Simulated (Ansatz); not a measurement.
# Be: where the heat goes in a short trajectory

Method: DFT PBEsol, scalar-relativistic, plane waves, PAW (Ansatz). Settings: plane waves to 420 eV, k-mesh 2×2×2 (shifted by 0.5, 0.5, 0.5 steps), Fermi–Dirac smearing 0.22 eV. The mesh is coarse. No spin polarisation.

18 atoms start on the lattice sites below (V = 155.8 Å³, 1.10 times the source cell's; static pressure -10.58 GPa, largest force component 0.00 eV/Å) with velocities drawn for 2600 K; Langevin thermostat aiming at the same temperature, at which the real crystal may have melted, fixed cell, 100 steps of 1.5 fs.

```yaml
crystal:
  lattice:
    - [0.00000, -2.58714, -5.17429]
    - [5.17429, 0.00000, -2.58714]
    - [2.58714, -5.17429, 0.00000]
  atoms:
    - { symbol: Be, position: [0.83333, 0.83333, 0.83333] }
    - { symbol: Be, position: [0.88889, 0.22222, 0.55556] }
    - { symbol: Be, position: [0.94444, 0.61111, 0.27778] }
    - { symbol: Be, position: [0.61111, 0.27778, 0.94444] }
    - { symbol: Be, position: [0.66667, 0.66667, 0.66667] }
    - { symbol: Be, position: [0.72222, 0.05556, 0.38889] }
    - { symbol: Be, position: [0.77778, 0.44444, 0.11111] }
    - { symbol: Be, position: [0.44444, 0.11111, 0.77778] }
    - { symbol: Be, position: [0.50000, 0.50000, 0.50000] }
    - { symbol: Be, position: [0.55556, 0.88889, 0.22222] }
    - { symbol: Be, position: [0.22222, 0.55556, 0.88889] }
    - { symbol: Be, position: [0.27778, 0.94444, 0.61111] }
    - { symbol: Be, position: [0.33333, 0.33333, 0.33333] }
    - { symbol: Be, position: [0.38889, 0.72222, 0.05556] }
    - { symbol: Be, position: [0.05556, 0.38889, 0.72222] }
    - { symbol: Be, position: [0.11111, 0.77778, 0.44444] }
    - { symbol: Be, position: [0.16667, 0.16667, 0.16667] }
    - { symbol: Be, position: [0.00000, 0.00000, 0.00000] }
```

```csv
t (fs),T (K),kinetic energy (meV/atom),potential energy over the first frame (meV/atom),P with the kinetic part (GPa)
0.0,2456,317.4,0.0,-6.67
10.5,2051,265.1,136.4,-1.53
21.0,1927,249.1,257.0,4.09
31.5,1945,251.4,189.0,1.60
42.0,2342,302.8,230.0,3.60
52.5,1770,228.8,269.4,3.67
63.0,2408,311.3,263.0,4.90
73.5,2125,274.6,294.2,6.23
84.0,2177,281.4,315.3,6.75
94.5,1868,241.4,300.3,5.02
105.0,2520,325.8,325.7,7.73
115.5,2234,288.8,408.1,10.15
126.0,4516,583.7,381.5,13.01
136.5,5012,647.8,427.7,16.41
147.0,2484,321.0,512.7,15.20
```

T counts 3N degrees of freedom. Means over every step of the second half, not only the rows shown: T = 2941 K, kinetic energy 380.2 meV/atom, potential energy 377.7 meV/atom, P = 10.39 GPa.

Task: Does the potential energy follow equipartition for harmonic vibrations?

Result: In a harmonic crystal each vibration holds as much potential as kinetic energy on average; T is counted on all 3N degrees of freedom here, and the thermostat also drives the centre of mass, which has no potential energy, so the share is (N − 1)/N of the kinetic energy, 359.1 meV/atom. The run has 377.7, a ratio of 1.05. That is near one, as for a crystal vibrating about its sites. So short a run gives a rough mean. Electronic entropy is part of the potential energy at this smearing.

Task: Split the rise of pressure into the kinetic part and the rest. Can a thermal Grüneisen parameter be estimated?

Result: The program counts the kinetic part as N k_B T/V = 4.69 GPa. The pressure lies 20.97 GPa over the static one in all, so the forces add 16.28 GPa. For a harmonic mode with ω ∝ V^(−γ) and an amplitude that scales with the cell, the forces add (2γ − 2/3)U/V, which needs no equipartition; when U equals the kinetic energy K, this and the kinetic part 2K/(3V) sum to the Mie–Grüneisen γE_th/V. With U = N × 377.7 meV, γ = 1/3 + V ΔP_forces/(2U) = 1.50, for harmonic vibrations a mean over the modes weighted by their potential energy, for uniform scaling of the cell (in a layered or otherwise anisotropic crystal this differs from γ under hydrostatic pressure). Most solids fall between 1 and 3, and tetrahedral, framework and layered ones often lower; anharmonic motion and pressure swings in a cell of 18 atoms make this value uncertain by tenths or more. The mean pressure differs by 6.9 GPa between the two halves of this window, worth 0.5 in γ, so slow motion isn't averaged out and the value is a rough guess.

Cost: 1 run of about 3.9 core-minutes (earlier runs that led there not counted), on Intel Xeon Platinum 8375C (Ice Lake) (shared hosts).